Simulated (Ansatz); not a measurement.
Input, command and steps of an Ansatz relaxation.

```yaml
crystal:
  lattice:
    - [-3.7379712828, 3.7379712828, 2.8975280458]
    - [3.7379712828, -3.7379712828, 2.8975280458]
    - [3.7379712828, 3.7379712828, -2.8975280458]
  atoms:
    - { symbol: Pb, position: [0.1594469624, 0.6594469624, 0.8188939248] }
    - { symbol: Pb, position: [0.6594469624, 0.8405530376, 0.5] }
    - { symbol: Pb, position: [0.8405530376, 0.3405530376, 0.1811060752] }
    - { symbol: Pb, position: [0.3405530376, 0.1594469624, 0.5] }
    - { symbol: Au, position: [0.75, 0.75, 0.0] }
    - { symbol: Au, position: [0.25, 0.25, 0.0] }
basis:
  ecutwfc: 500
kpoints:
  mp_grid: { grid: [8, 8, 8] }
hamiltonian:
  xc: r2scan
scf:
  occupations: { method: gaussian, width: 0.1 }
output:
  forces: true
  stress: true
  eigenvalues: true
relax:
  adjacent_minimum: "off"
  f_tol: 0.01
  max_steps: 30
  cell: { stress_tol: 0.1, fix: [volume] }
```

```bash
ansatz run input.yaml --threads 1 --pin off --max-ram 2560MiB --backend cpu --events-out ev --progress --plain --runs-dir out
```

Theory: DFT r2SCAN, scalar-relativistic, plane waves, PAW in Ansatz 0.2.0.

The volume is held at 1.03 times that of the relaxed cell.

Of 3 frames 2 are shown, positions in Å and forces in eV/Å; the SCF threshold varies from step to step. Steps run on the plane waves of an earlier cell, with a Pulay correction in the pressure. The basis is chosen afresh for the last frame, the zero of the energies, and at times for earlier ones too; energy and pressure can step there, also at an unchanged geometry. Where two frames share a geometry here, they differ by under 2 meV/atom and 0.3 GPa.

```xyz
6
Lattice="-3.7380 3.7380 2.8975 3.7380 -3.7380 2.8975 3.7380 3.7380 -2.8975" Properties=species:S:1:pos:R:3:forces:R:3 pbc="T T T" step=1 free_energy_over_end_meV_per_atom=0.14 pressure_GPa=-1.78
Pb    4.9300    1.1920    0.0000    0.0304    0.0304    0.0000
Pb    2.5460    1.1920    2.8975   -0.0304    0.0304    0.0000
Pb   -1.1920    2.5460    2.8975   -0.0304   -0.0304    0.0000
Pb    1.1920    2.5460    0.0000    0.0304   -0.0304    0.0000
Au    0.0000    0.0000    4.3463    0.0000    0.0000    0.0000
Au    0.0000    0.0000    1.4488    0.0000    0.0000    0.0000
6
Lattice="-3.7401 3.7401 2.8942 3.7401 -3.7401 2.8942 3.7401 3.7401 -2.8942" Properties=species:S:1:pos:R:3:forces:R:3 pbc="T T T" step=3 free_energy_over_end_meV_per_atom=0.00 pressure_GPa=-1.70
Pb    4.9410    1.2009    0.0000   -0.0072   -0.0072    0.0000
Pb    2.5392    1.2009    2.8942    0.0072   -0.0072    0.0000
Pb   -1.2009    2.5392    2.8942    0.0072    0.0072    0.0000
Pb    1.2009    2.5392    0.0000   -0.0072    0.0072    0.0000
Au    0.0000    0.0000    4.3413    0.0000    0.0000    0.0000
Au    0.0000    0.0000    1.4471    0.0000    0.0000    0.0000
```

It took 3.7 min on 1 thread of Arm Neoverse V1, with other jobs on the host, peak memory 1.1 GiB.

Spin–orbit coupling is left out, which can shift energies with elements as heavy as these.